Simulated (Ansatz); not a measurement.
## How far is PAW off for Li₂Pd?

```
Li Pd
1.0
     4.22670    0.00000    0.00000
    -2.11335    3.66043    0.00000
     0.00000    0.00000    2.73190
Li Pd
2 1
Direct
  0.33333 0.66667 0.50000
  0.66667 0.33333 0.50000
  0.00000 0.00000 0.00000
```

Atom numbers follow the list: Li1, Li2, Pd3.

The geometry is COD entry 1523156, unchecked; take it as a test cell.

Spin polarisation is left out, and whether a magnetic state lies lower isn't shown here.

Levels of theory: DFT, LDA, PAW with Ansatz's default frozen-core files, scalar-relativistic (Ansatz 0.2.0); DFT, LDA, all-electron PAW with datasets made for the crystal, scalar-relativistic (Ansatz 0.2.0); DFT, LDA, all-electron LAPW, scalar-relativistic (Ansatz 0.2.0).

For PAW: a Γ-centred 11×11×15 k mesh, Fermi–Dirac smearing of 0.08 eV, cutoff 420 eV, no spin polarisation; the PAW files were made with PBE, and the program remakes their frozen cores for this functional. The crystal-made all-electron datasets (AE datasets) take a cutoff of 260 eV at this cell. LAPW targets a basis error of 0.5 meV/atom. The Ansatz runs share mesh, smearing and spin set-up. Plane-wave (PAW) pressures include the program's estimate of the Pulay term.

Stress and pressure are positive in compression.

Spin–orbit coupling is left out, which moves gradients at and beside heavy atoms by some per cent and at worst by a factor of two.

In a metal, gradients converge slowly with the k mesh: the values move by tens of per cent from one mesh to another, at times in sign, so only the comparison on one mesh counts.

Levels count from the Fermi level.

```tsv
quantity	PAW	AE datasets	LAPW
pressure (GPa)	-4.94	-4.94	-4.95
stress xx (GPa)	-3.91	-3.90	-3.90
stress zz (GPa)	-7.02	-7.03	-7.03
highest filled level at M (eV)	-1.075	-1.076	-1.076
lowest empty level at M (eV)	0.831	0.833	0.833
highest filled level at L (eV)	-1.097	-1.098	-1.098
lowest empty level at L (eV)	0.693	0.694	0.694
highest filled level at Γ (eV)	-1.058	-1.058	-1.058
lowest empty level at Γ (eV)	4.157	4.157	4.157
field gradient Vzz at Pd3 (10²¹ V/m²)	-7.64	-7.48	–
```

PAW's pressure differs from the LAPW value by about 0.01 GPa or less.
